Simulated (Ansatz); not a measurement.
BP in space group P6_3/mmc (No. 194; B on 2c, P on 2d), DFT-r²SCAN+D4 in the program Ansatz with PAW potentials, all energies at zero smearing, with the estimated change up to a 700 eV cutoff added, with one set of potentials and settings (totals compare only within such a set). Cell of 4 atoms (2 B, 2 P): -1832.117 eV.

```csv
element,reference phase,E (eV/atom)
B,"R-3m, 12 atoms in the cell",-156.6448
P,"Cmce, 4 atoms in the cell",-759.3032
```

Formation energy per atom, worked out: (-1832.117 − 2×(-156.6448) − 2×(-759.3032))/4 = -0.055 eV/atom (-5 kJ per mol of atoms), at 0 K, without zero-point energy or fitted corrections.

The start of the workflow was typed in or built on a structure type; neither database checked (COD, Materials Project) lists it. It is not the phase usual at ambient conditions (space group No. 216). The r²SCAN+D4 relaxation kept the symmetry of its start; whether a distortion lowers the energy is not shown. The references are the lowest solids computed at this level, not always the standard phases.

Potentials: the later of the program's two PAW sets.
